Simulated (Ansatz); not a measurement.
**Phonon dispersion of Ga₃SbAs₂**

The calculation used DFT PBE, scalar-relativistic, plane waves, PAW in Ansatz. Plane waves to 420 eV; Γ-centred k mesh 12×12×4; Fermi-Dirac smearing of 0.15 eV. No spin polarisation. Phonons by linear response, acoustic sum rule imposed.

The cell, relaxed at this level:
```yaml
crystal:
  lattice:
    - [4.17808, 0.00000, 0.00000]
    - [-2.08904, 3.61833, 0.00000]
    - [0.00000, 0.00000, 10.24497]
  atoms:
    - { symbol: Ga, position: [0.00000, 0.00000, 0.01414] }
    - { symbol: Ga, position: [0.66667, 0.33333, 0.33308] }
    - { symbol: Ga, position: [0.33333, 0.66667, 0.65368] }
    - { symbol: Sb, position: [0.33333, 0.66667, 0.91594] }
    - { symbol: As, position: [0.00000, 0.00000, 0.25632] }
    - { symbol: As, position: [0.66667, 0.33333, 0.57682] }
```

The structure comes from a generated guess, relaxed at this level; another structure or a mixture of phases may lie lower. In a metal, frequencies and elastic constants depend on the k mesh and the smearing, soft modes and shear constants most. Spin–orbit coupling is left out, which matters for heavy elements. The q mesh is coarse, so values between its points are rough.

Force constants from linear response on a 2×2×1 q mesh.

**Question.** Is the structure dynamically stable on the q mesh?

**Answer.** Yes, on this mesh: no mode is imaginary. Between the mesh points the interpolation dips to 6i cm⁻¹.

**Question.** Give the frequencies (cm⁻¹) at the zone-boundary points of high symmetry (interpolated where a point lies off the q mesh).

**Answer.**
| point | q | frequencies |
| --- | --- | --- |
| M | 0.500 0.000 0.000 | 46 63 69 73 74 84 147 160 183 196 201 208 213 215 216 223 233 241 |
| K | 0.333 0.333 0.000 | 57 57 61 91 115 116 152 160 168 185 188 198 210 218 221 228 232 240 |
| A | 0.000 0.000 0.500 | 27 27 29 29 58 58 70 76 178 199 219 219 227 227 230 230 234 244 |
| L | 0.500 0.000 0.500 | 39 46 69 73 76 92 157 162 174 195 202 210 213 215 215 223 233 241 |
| H | 0.333 0.333 0.500 | 59 61 68 84 109 111 154 163 170 186 188 198 209 219 220 229 231 239 |
